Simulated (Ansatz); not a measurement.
SnSe2 in Ansatz, relaxation

Run with:

```bash
ansatz run input.yaml --threads 2 --pin off --max-ram 3584MiB --backend cpu --events-out ev --progress --plain --runs-dir out
```

The input file (Ansatz 0.2.0, plane waves):

```yaml
crystal:
  lattice:
    - [3.857236, 0.0, 0.0]
    - [-1.928618, 3.340466, 0.0]
    - [0.0, 0.0, 6.208864]
  atoms:
    - { symbol: Sn, position: [0.0, 0.0, 0.0] }
    - { symbol: Se, position: [0.3333, 0.6667, 0.249] }
    - { symbol: Se, position: [0.6667, 0.3333, 0.751] }
  symmetry: { tolerance: 0.0003 }
kpoints:
  mp_grid: { grid: [8, 8, 4], shift: [0, 0, 0] }
magnetization:
  spin_polarized: false
scf:
  occupations: { method: gaussian, width: 0.0267 }
  lower_state_search: "off"
hamiltonian:
  pseudopotentials: { kind: paw }
  xc: pbe
basis:
  ecutwfc: 420
  fft_grid_basis: typed
relax:
  max_steps: 40
  cell: { p_target: 0.0 }
output:
  forces: true
  stress: true
  eigenvalues: true
  bader: true
  populations: true
  elf: true
  write_potential: true
  volumetric_format: npy
  dos:
    e_range: [-12, 8]
    de: 0.05
    projected: { site_lists: { Se: [Se], Sn: [Sn] } }
checkpoint:
  read: saved_state
```

Origin of the cell: a database entry, scaled a little.

The saved state is a converged single point of the same cell.

Steps («new basis» is an SCF on plane waves selected anew at the same cell):

```tsv
step	ΔF (meV/atom)	max force component (eV/Å)	P (GPa)	volume (Å³)	SCF iterations	step was
1	0.0	0.447	2.81	80.00	5	accepted
2	17.7	0.848	-2.28	83.03	7	rejected
3	-11.0	0.002	0.40	82.36	10	accepted
4	-13.4	0.008	0.01	84.48	6	accepted
5	-15.5	0.004	0.01	87.01	6	accepted
6	-15.9	0.015	0.10	88.65	6	accepted
7	-15.9	0.001	0.00	89.25	5	accepted
8	-15.9	0.001	0.00	89.61	8	accepted
9	-16.7	0.000	0.01	89.61	8	new basis
```

The starting structure.

Space group P-3m1 (No. 164); the run's cell has a = 3.857 Å, b = 3.857 Å, c = 6.209 Å, α = 90.00°, β = 90.00°, γ = 120.00°. Shortest distances: Se–Sn 2.71 Å.

The relaxed structure.

Space group P-3m1 (No. 164); the run's cell has a = 3.874 Å, b = 3.874 Å, c = 6.895 Å, α = 90.00°, β = 90.00°, γ = 120.00°. Shortest distances: Se–Sn 2.75 Å.

```
CELL_PARAMETERS angstrom
3.87379 0.00000 0.00000
-1.93689 3.35480 0.00000
0.00000 0.00000 6.89500
ATOMIC_POSITIONS crystal
Sn 0.00000 0.00000 0.00000
Se 0.33333 0.66667 0.23114
Se 0.66667 0.33333 0.76886
```

| Item | Value |
| --- | --- |
| Free energy lowered by | 16.7 meV/atom |
| Volume change | 12.01 % |
| Final pressure | 0.01 GPa |
| Relaxation steps listed | 9 |
| Formation energy (elements under the same functional, gases as molecules, uncorrected) | -0.342 eV/atom |

Caveats: no dispersion correction, so spacings can come out too large where layers or molecules are weakly bound; the relaxation held the start's symmetry, so the end may be a saddle point.

Time: 35 s of wall time on 2 CPU thread(s) of a shared host, from a saved density.
